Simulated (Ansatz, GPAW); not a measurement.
Given: the input of a run of Ansatz 0.2.0 on TiSn. The cell comes from a database or a generator and needn't be the stable form of this composition.

File input.yaml:

```yaml
crystal:
  lattice:
    - [0.0, 2.80055, 2.80055]
    - [2.80055, 0.0, 2.80055]
    - [2.80055, 2.80055, 0.0]
  atoms:
    - { symbol: Ti, position: [0.0, 0.0, 0.0] }
    - { symbol: Sn, position: [0.5, 0.5, 0.5] }
hamiltonian:
  xc: pbe
  pseudopotentials: { kind: paw, azcp: { folder: soft_1 } }
kpoints:
  mp_grid: { grid: [8, 8, 8] }
scf:
  occupations: { method: fermi_dirac, width: 0.05 }
output:
  forces: true
  stress: true
  eigenvalues: true
```

Potentials or basis: Ansatz PAW soft_1.

Command:

```bash
$ ansatz run input.yaml --threads 1 --pin off --max-ram 3584MiB --backend cpu --events-out ev --progress --plain --runs-dir out
```

What does the same run look like in GPAW 26.7.0 (ASE script)? Potentials or basis there: GPAW PAW data sets (gpaw-data 1.2.1), cutoff 600 eV.

As run (cutoffs and basis follow the program's own potentials, and thresholds, step limits or extra output files can differ):

File run.py:

```python
from ase import Atoms
from ase.dft.bandgap import bandgap
from ase.io import write
from ase.units import GPa
from gpaw import GPAW, PW

atoms = Atoms(['Ti', 'Sn'],
              cell=[[0.0, 2.80055, 2.80055],
                    [2.80055, 0.0, 2.80055],
                    [2.80055, 2.80055, 0.0]],
              scaled_positions=[[0.0, 0.0, 0.0],
                                [0.5, 0.5, 0.5]],
              pbc=True)

calc = GPAW(mode=PW(600),
            xc='PBE',
            kpts={'size': (8, 8, 8), 'gamma': True},
            occupations={'name': 'fermi-dirac', 'width': 0.05},
            nbands=24,
            convergence={'density': 1e-05, 'energy': 1e-05},
            maxiter=150,
            txt='gpaw.txt')
atoms.calc = calc
energy = atoms.get_potential_energy()
forces = atoms.get_forces()
stress = atoms.get_stress()
calc.write('gs.gpw')
write('result.traj', atoms)
print(f'Energy: {energy:.6f} eV')
print('Forces (eV/A):')
print(forces.round(4))
print('Stress (GPa):', (stress / GPa).round(3))
print('Fermi level:', round(calc.get_fermi_level(), 4), 'eV')
print(f'Gap: {bandgap(calc)[0]:.4f} eV, direct: {bandgap(calc, direct=True)[0]:.4f} eV')
```

Potentials or basis: GPAW PAW data sets (gpaw-data 1.2.1), pw.

Command:

```bash
$ OMP_NUM_THREADS=1 python run.py
```

Both were run:

|  | Ansatz | GPAW |
| --- | --- | --- |
| Pressure | 0.0 GPa | -0.4 GPa |

Ansatz's pressure holds a Pulay term of +0.02 GPa for its cutoff of 420 eV, which the other run lacks.

Where Ansatz's input types no cutoff or centring, it takes its own default and a Γ-centred mesh.

Pressure is positive in compression.
